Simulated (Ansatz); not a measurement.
## Is this IrRu₂ structure a true minimum?

The structure comes from a generated guess, relaxed at this level; another structure or a mixture of phases may lie lower.

Computed with DFT PBE, scalar-relativistic, plane waves, PAW in Ansatz 0.2.0. Settings: cutoff 420 eV, Γ-centred mesh 18×18×8 on the computed 3-atom cell, Gaussian smearing of 0.10 eV; no spin polarisation.

The cell below (3 atoms, space group P-3m1 (No. 164)) is relaxed within its symmetry.

```xyz
3
Lattice="2.7060 0.0000 0.0000 -1.3530 2.3434 0.0000 0.0000 0.0000 6.6416" Properties=species:S:1:pos:R:3 pbc="T T T"
Ru    0.0000    1.5623    4.3946
Ru    1.3530    0.7811    2.2470
Ir    0.0000    0.0000    0.0000
```

For the test a repeat of it with 6 atoms (edges 2.71, 2.71, 13.28 Å) was strained at random (σ = 1.5 % a component), the atoms were moved at random (σ = 0.05 Å), and all was relaxed again on a coarse 12×12×2 mesh (in the run’s order of axes) with 0.20 eV smearing, with no symmetry imposed.

These runs have no spin–orbit coupling, which can matter for Ir.

Question: What happens?

Answer: It returns, within 1 meV/atom of the unmoved cell on that mesh and with the same symmetry when read at 0.1 Å. No instability shows in this cell; modes of other wave vectors, which need another repeat, aren't tested.
